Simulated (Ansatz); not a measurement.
Pt (fcc, Cu type)

```xyz
2
Lattice="0.0000 3.9703 3.9703 1.9851 0.0000 1.9851 1.9851 1.9851 0.0000" Properties=species:S:1:pos:R:3 pbc="T T T"
Pt     0.0000     0.0000     0.0000
Pt     1.9851     1.9851     3.9703
```

The atoms are displaced by Q × the pattern below (from a DFPT mode at L = (0.5, 0.0, 0.0), largest move 1; Q in Å), at fixed cell. (q is in reciprocal vectors of the primitive cell; the cell shown is doubled to hold the pattern.)

```json
[
 {"atom": "Pt1", "x": "0.577", "y": "-0.577", "z": "-0.577"},
 {"atom": "Pt2", "x": "-0.577", "y": "0.577", "z": "0.577"}
]
```

All values below come from PBE (plane waves to 420 eV, PAW, scalar-relativistic; Ansatz, a first-principles code). k mesh 10×20×20 (Γ-centred), Fermi-Dirac smearing 0.05 eV. Energies are smeared free energies. With partly filled bands, energies and forces of such displacements shift with the k mesh and the smearing. Pt is run without spin polarisation. Pt was relaxed with its symmetry unable to fall. Spin-orbit coupling is left out, though Pt is heavy. ΔE is measured from the undisplaced structure. The last digit holds for this mesh only.

| Q (Å) | ΔE (meV/cell) |
|---|---|
| -0.1000 | 252.2 |
| -0.0833 | withheld |
| -0.0667 | 110.6 |
| -0.0500 | 61.9 |
| -0.0333 | 27.4 |
| -0.0167 | 6.8 |
| 0.0000 | 0.0 |
| 0.0167 | 6.8 |
| 0.0333 | 27.4 |
| 0.0500 | 61.9 |
| 0.0667 | 110.6 |
| 0.0833 | withheld |
| 0.1000 | 252.2 |

### Question
Fit an even polynomial form (powers 2, 4) to the given rows and predict ΔE at Q = -0.0833.

### Answer
Least squares on the 11 given rows: ΔE = (24590)·Q² + (63060)·Q⁴, in meV/cell with Q in Å; root-mean-square residual 0.04 meV/cell. At -0.0833 the fit gives 173.7 meV/cell; the calculation gives 173.9 meV/cell, so the interpolation is off by -0.2 (-0.1 %). The quadratic term alone would give 170.6 meV/cell.

(A displaced cell: forces are minus the slopes of the energy, force constants its curvatures, and phonons follow from these.)
